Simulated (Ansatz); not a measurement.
**Relaxing Zn$_{7}$Se$_{8}$**

The calculation used DFT PBE, scalar-relativistic, plane waves, PAW in Ansatz 0.2.0. (420 eV cutoff, 2×2×2 k-mesh, Gaussian smearing of 0.01 eV, collinear spin)

What was changed: Zn vacancy (site a), charge -1, atoms relaxed at the host's cell.

In a supercell of 15 atoms the defect feels its periodic images, and the cell reads as a metal on the mesh, so a level in the gap can't be told from a carrier in the bands.

Command:

```bash
ansatz run input.yaml --threads 4 --pin off --max-ram 8192MiB --backend cpu --events-out ev --progress --plain --runs-dir out
```

Input:

```yaml
crystal:
  lattice:
    - [0.0, 5.7317610682, -5.7317610682]
    - [5.7317610682, 5.7317610682, 0.0]
    - [5.7317610682, 0.0, -5.7317610682]
  atoms:
    - { symbol: Zn, position: [0.4976771193, 0.0016758325, -0.0035183025] }
    - { symbol: Zn, position: [1.0075637987, 0.49193075, -0.0069384129] }
    - { symbol: Zn, position: [1.0040573632, 0.0014502587, -0.0034257132] }
    - { symbol: Zn, position: [0.4978784611, 0.495699121, 0.5027103051] }
    - { symbol: Zn, position: [0.4941759548, 0.0049929594, 0.5066109355] }
    - { symbol: Zn, position: [1.0037479655, 0.4956969584, 0.5026635042] }
    - { symbol: Zn, position: [1.00091102, -0.0015150695, 0.499735699] }
    - { symbol: Se, position: [0.3733548344, 0.3794169084, 0.3745842005], spin: 0.25 }
    - { symbol: Se, position: [0.3771519927, 0.8742332505, 0.37519855] }
    - { symbol: Se, position: [0.8764913236, 0.3748217474, 0.3722156509] }
    - { symbol: Se, position: [0.8733692966, 0.8741933243, 0.3752871781] }
    - { symbol: Se, position: [0.3814131487, 0.3697918277, 0.8751649388], spin: 0.25 }
    - { symbol: Se, position: [0.3766261707, 0.8689694604, 0.8773442065], spin: 0.25 }
    - { symbol: Se, position: [0.8762121584, 0.3687463905, 0.871058649], spin: 0.25 }
    - { symbol: Se, position: [0.8763783796, 0.8711133932, 0.8759875819] }
  host:
    lattice:
      - [0.0, 2.8658805341, 2.8658805341]
      - [2.8658805341, 0.0, 2.8658805341]
      - [2.8658805341, 2.8658805341, 0.0]
    atoms:
      - { symbol: Zn, position: [0.0, 0.0, 0.0] }
      - { symbol: Se, position: [0.25, 0.25, 0.25] }
total_charge: -1
basis:
  ecutwfc: 420
  xc_grid: 2
kpoints:
  mp_grid: { grid: [2, 2, 2], shift: [0.0, 0.0, 0.0] }
hamiltonian:
  xc: pbe
scf:
  occupations: { method: gaussian, width: 0.01 }
output:
  forces: true
  stress: false
  eigenvalues: true
  populations: true
  charged_corrections:
    defect_position: [0.5, 0.5, 0.0]
    epsilon: [[10.789, 0.0, 0.0], [0.0, 10.789, 0.0], [0.0, 0.0, 10.789]]
  write_density: true
  write_potential: true
  elf: true
  volumetric_format: npy
magnetization:
  spin_polarized: true
relax:
  adjacent_minimum: "off"
  f_tol: 0.025
  max_steps: 45
```

F is the free energy.

Steps:

```
step F − F(1) (eV) largest force component (eV/Å)
   1         0.0000                           0.448
   2        -0.0996                           0.134
   3        -0.1087                           0.025
   4        -0.1091                           0.006
   5        -0.1092                           0.003
   6        -0.1092                           0.002
   7        -0.1092                           0.002
   8        -0.1092                           0.002
```

Relaxed structure:

```
CELL_PARAMETERS angstrom
0.00000 5.73176 -5.73176
5.73176 5.73176 0.00000
5.73176 0.00000 -5.73176
ATOMIC_POSITIONS crystal
Zn 0.49075 0.00777 0.98942
Zn 0.01007 0.48959 0.99040
Zn 0.01200 0.00747 0.98952
Zn 0.49162 0.48946 0.50881
Zn 0.49062 0.00804 0.51058
Zn 0.01002 0.48967 0.50831
Zn 0.00132 0.99772 0.49974
Se 0.38040 0.37736 0.36186
Se 0.37833 0.87270 0.37377
Se 0.87534 0.37526 0.37394
Se 0.87515 0.87275 0.37376
Se 0.38040 0.37724 0.87894
Se 0.38172 0.85645 0.88015
Se 0.86408 0.37705 0.87866
Se 0.87519 0.87269 0.87684
```

It takes space group R3m (No. 160, trigonal). Conventional cell: a = 8.106 Å, b = 8.106 Å, c = 19.855 Å, α = 90.00°, β = 90.00°, γ = 120.00°. Zn (site symmetry m) has 4 Se at 2.45 to 2.55 Å as nearest neighbours. Zn (site symmetry m) has 4 Se at 2.46 to 2.54 Å as nearest neighbours. Around Zn (site symmetry 3m) lie 4 Se at 2.50 Å. Se (site symmetry m) has 3 Zn at 2.45 to 2.46 Å as nearest neighbours. Se (site symmetry m) is surrounded by 4 Zn at 2.50 to 2.55 Å. Se (site symmetry 3m) has 4 Zn at 2.50 to 2.54 Å as nearest neighbours. Around Se (site symmetry 3m) lie 3 Zn at 2.45 Å.

The run converged. Time: 6.9 min on 4 threads of AMD EPYC (Zen 3), with other jobs on the host, peak memory 1.7 GiB.